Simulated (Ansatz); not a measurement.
Ti (hcp)

Computed with Ansatz (plane waves, PAW, 420 eV cutoff): PBE, scalar-relativistic, no spin polarisation, 16×16×10 k-mesh, Gaussian smearing of 0.05 eV. The datasets are Ansatz's generated set soft_2.

```cif
data_structure
_symmetry_space_group_name_H-M 'P 1'
_symmetry_Int_Tables_number 1
_cell_length_a 2.9393
_cell_length_b 2.9393
_cell_length_c 4.6471
_cell_angle_alpha 90.000
_cell_angle_beta 90.000
_cell_angle_gamma 120.000
_cell_volume 34.77
loop_
_atom_site_label
_atom_site_type_symbol
_atom_site_fract_x
_atom_site_fract_y
_atom_site_fract_z
_atom_site_occupancy
Ti1 Ti 0.33333 0.66667 0.75000 1
Ti2 Ti 0.66667 0.33333 0.25000 1
```

Cell and atoms are those of this level's equilibrium.

```json
{"Space group": "P6_3/mmc (No. 194)", "Volume": "17.38 Å³/atom", "Band gap": "zero (metallic)"}
```

Task: Fill in the density of states at the Fermi level (PBE).

Result: about 0.9 states/(eV·atom).

**The experiment.** The Crystallography Open Database holds a cell as deposited of hexagonal Ti (space group P6_3/mmc), temperature not stated (2013): a, c = 2.950, 4.686 Å, 17.66 Å³/atom.

**Against experiment.** PBE gives 2.939, 4.647 Å and 17.38 Å³/atom, −1.5 % in volume (−0.5 % in length) from the database's cell. PBE more often overestimates volumes; a smaller cell is partly the thermal expansion and zero-point motion that the static lattice lacks.
